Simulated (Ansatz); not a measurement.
Relaxed-ion elastic tensor of Be2C (fluorite or antifluorite type, Fm-3m) in GPa (Voigt order), DFT-PBE in the program Ansatz with PAW potentials; density 2.46 g/cm³, 6.76 Å³ per atom.

```csv
,1,2,3,4,5,6
1,571,16.8,16.8,0.0,0.0,0.0
2,16.8,571,16.8,0.0,0.0,0.0
3,16.8,16.8,571,0.0,0.0,0.0
4,0.0,0.0,0.0,203,0.0,0.0
5,0.0,0.0,0.0,0.0,203,0.0
6,0.0,0.0,0.0,0.0,0.0,203
```

Q: Is the crystal mechanically stable?

A: Yes: the smallest eigenvalue of C is 203 GPa.

Q: Work out the Voigt, Reuss and Hill averages.

A: K_V = 202, K_R = 202, K_H = 202; G_V = 233, G_R = 227, G_H = 230 GPa.

Q: Give Young's modulus, Poisson's ratio, Pugh's ratio and the universal anisotropy index.

A: E = 9KG/(3K + G) = 500 GPa; ν = 0.09; K/G = 0.88 (brittle by the Pugh limit of 1.75); A_U = 5G_V/G_R + K_V/K_R − 6 = 0.12.

Q: Estimate the sound speeds and the Debye temperature.

A: v_l = √((K + 4G/3)/ρ) = 14400 m/s, v_t = √(G/ρ) = 9670 m/s, mean 10600 m/s; Θ = (h/k)(3n/4πV)^(1/3) v_m = 1660 K.

Q: Give the Zener ratio and Young's modulus along [100], [110] and [111].

A: A = 2C44/(C11 − C12) = 0.73; 1/E = S11 − 2(S11 − S12 − S44/2)Γ with Γ = 0, 1/4, 1/3 gives 570, 480, 456 GPa.

Q: Solve the Christoffel equation for the three sound speeds along [100], [110], [111].

A: Eigenvalues of C_ijkl n_j n_l equal ρv². In km/s, slowest first: [100] 9.08, 9.08, 15.24; [110] 9.08, 10.62, 14.21; [111] 10.13, 10.13, 13.86.

The PBE relaxation kept the symmetry of its start; phonons on a q-mesh show no instability.

Potentials: the later of the program's two PAW sets.
